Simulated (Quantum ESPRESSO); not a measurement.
**Kohn-Sham bands of PbS (Cmcm)**

```yaml
crystal:
  lattice:
    - [4.15991, 0.00000, 0.00000]
    - [0.00000, 0.00000, -4.27932]
    - [-2.07995, 5.99130, 0.00000]
  atoms:
    - { symbol: Pb, position: [0.13056, 0.25000, 0.26112] }
    - { symbol: Pb, position: [0.86944, 0.75000, 0.73888] }
    - { symbol: S, position: [0.35480, 0.25000, 0.70960] }
    - { symbol: S, position: [0.64520, 0.75000, 0.29040] }
```

Materials Project entry mp-1018115; symmetrised, unrelaxed at this level. Not found in the COD (Crystallography Open Database) copy used, which has the formula in other groups; not checked further. Computed values, not measurements, from PBEsol: Quantum ESPRESSO (norm-conserving PseudoDojo potentials, cutoff 45 Ry, spinors with spin-orbit coupling) on a Γ-centred 6×6×6 mesh, then Wannier90. Density: 8×8×8 mesh, Gaussian smearing 0.01 Ry.

Problem. List the Kohn-Sham levels between −8 and 3.7 eV relative to the valence-band maximum at the high-symmetry points, as a band run of pw.x on that density gives them (levels within 2 meV counted together).

Solution. 
| point | k (reciprocal lattice) | levels (eV) |
|---|---|---|
| Γ | 0.000 0.000 0.000 | -6.79 (×2), -5.85 (×2), -4.37 (×2), -3.07 (×2), -2.43 (×2), -1.85 (×2), -1.51 (×2), -0.55 (×2), 3.73 (×2) |
| Y | 0.000 0.000 0.500 | -7.47 (×2), -5.61 (×2), -2.98 (×2), -2.59 (×2), -2.02 (×2), -1.98 (×2), -1.38 (×2), -0.53 (×2), 0.85 (×2) |
| C_0 | 0.440 0.000 0.280 | -7.20 (×2), -2.54 (×2), -1.54 (×2), -1.39 (×2), -1.30 (×2), -0.80 (×2), -0.29 (×2), 0.87 (×2), 1.77 (×2), 2.19 (×2), 2.52 (×2), 3.46 (×2) |
| Σ_0 | 0.560 0.000 -0.280 | -7.20 (×2), -2.54 (×2), -1.54 (×2), -1.39 (×2), -1.30 (×2), -0.80 (×2), -0.29 (×2), 0.87 (×2), 1.77 (×2), 2.19 (×2), 2.52 (×2), 3.46 (×2) |
| Z | 0.000 -0.500 0.000 | -7.67 (×4), -2.87 (×4), -1.19 (×4), -0.18 (×4), 1.33 (×4), 2.79 (×4) |
| A_0 | 0.560 -0.500 -0.280 | -7.08 (×2), -7.08 (×2), -4.50 (×2), -4.43 (×2), -2.94 (×2), -2.84 (×2), -1.54 (×2), -1.53 (×2), 2.78 (×2), 3.12 (×2) |
| E_0 | 0.440 -0.500 0.280 | -7.08 (×2), -7.08 (×2), -4.50 (×2), -4.43 (×2), -2.94 (×2), -2.84 (×2), -1.54 (×2), -1.53 (×2), 2.78 (×2), 3.12 (×2) |
| T | 0.000 -0.500 0.500 | -1.38 (×4), -1.27 (×4), -0.60 (×4), 1.35 (×4), 2.79 (×4) |
| S | 0.500 0.000 0.000 | -7.44 (×2), -2.21 (×2), -2.19 (×2), -1.42 (×2), -1.25 (×2), -0.45 (×2), -0.44 (×2), 1.24 (×2), 1.33 (×2), 2.41 (×2), 3.01 (×2), 3.05 (×2) |
| R | 0.500 -0.500 0.000 | -6.98 (×4), -4.45 (×4), -3.22 (×4), -1.51 (×4), 3.11 (×4) |
